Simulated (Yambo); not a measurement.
Yambo run on CO₂ (space group Pa-3, No. 205). The wavefunctions come from this Quantum ESPRESSO step (PBEsol, PseudoDojo standard norm-conserving files, scalar-relativistic):

```
&CONTROL
  calculation = 'nscf'
  pseudo_dir = './pseudo'
  outdir = './out'
/
&SYSTEM
  ibrav = 0
  nat = 12
  ntyp = 2
  ecutwfc = 84.0
  ecutrho = 336.0
  occupations = 'fixed'
  force_symmorphic = .true.
  nbnd = 310
/
&ELECTRONS
  conv_thr = 1.2000000000000002e-08
  diago_full_acc = .true.
  diago_thr_init = 1e-08
/
ATOMIC_SPECIES
C 12.0110 C.upf
O 15.9990 O.upf
CELL_PARAMETERS angstrom
  5.497070000000   0.000000000000   0.000000000000
  0.000000000000   5.497070000000   0.000000000000
  0.000000000000   0.000000000000   5.497070000000
ATOMIC_POSITIONS crystal
C   0.000000000000   0.000000000000   0.000000000000
C   0.500000000000   0.000000000000   0.500000000000
C   0.500000000000   0.500000000000   0.000000000000
C   0.000000000000   0.500000000000   0.500000000000
O   0.122540000000   0.122540000000   0.122540000000
O   0.877460000000   0.877460000000   0.877460000000
O   0.377460000000   0.877460000000   0.622540000000
O   0.622540000000   0.122540000000   0.377460000000
O   0.622540000000   0.377460000000   0.877460000000
O   0.377460000000   0.622540000000   0.122540000000
O   0.877460000000   0.622540000000   0.377460000000
O   0.122540000000   0.377460000000   0.622540000000
K_POINTS automatic
2 2 2 0 0 0
```

Yambo input:

```
rim_cut
gw0
dyson
el_el_corr
HF_and_locXC
ppa
em1d
RandQpts= 1000000
RandGvec= 1 Ry
EXXRLvcs= 84 Ry
VXCRLvcs= 336 Ry
Chimod= "HARTREE"
% BndsRnXp
 1 | 307 |
%
NGsBlkXp= 8 Ry
% LongDrXp
 1.0 | 1.0 | 1.0 |
%
PPAPntXp= 27.2114 eV
% GbndRnge
 1 | 307 |
%
GTermKind= "BG"
DysSolver= "n"
ExtendOut
% QPkrange
 1 | 1 | 32 | 33 |
 2 | 2 | 32 | 33 |
 3 | 3 | 32 | 33 |
 4 | 4 | 32 | 33 |
%
```

k points by index: 1 = Γ, 2 = X, 3 = M, 4 = R.

Table of the .qp output:

```
#    K-point    Band    Eo [eV]    E [eV]    E-Eo [eV]    Vxc [eV]    Vnlxc [eV]    Sc|Eo [eV]    Sc|E [eV]    dSc/dw|Eo [eV]    Re(Z)    Im(Z)
#
    1    32    0.000000    -2.159339    -2.159339    -19.78629    -25.12378    2.737173    3.178148    -5.556830    0.830419    -0.923575E-3
    1    33    6.823023    8.283721    1.460698    -10.48532    -5.788378    -3.046227    -3.236246    -3.539718    0.884891    -0.665160E-3
    2    32    -0.082852    -2.258192    -2.175340    -19.66821    -25.03364    2.746374    3.190088    -5.550220    0.830587    -0.925645E-3
    2    33    7.877024    10.73333    2.856302    -15.54749    -9.510075    -2.695875    -3.181117    -4.622692    0.854787    -0.822979E-3
    3    32    -0.312373    -2.537753    -2.225380    -19.28240    -24.72680    2.766434    3.219020    -5.533891    0.831001    -0.931117E-3
    3    33    7.874021    10.68922    2.815195    -15.40489    -9.412526    -2.702372    -3.177168    -4.589224    0.855687    -0.823456E-3
    4    32    -0.364652    -2.607445    -2.242793    -19.10539    -24.54983    2.747815    3.201648    -5.506071    0.831707    -0.916377E-3
    4    33    7.867065    10.81930    2.952239    -16.12438    -10.06531    -2.592296    -3.106828    -4.742431    0.851584    -0.836507E-3
```
(The two width columns are left out.) Convergence of these settings isn't established.

Geometry of the Materials Project entry, not relaxed at this level.
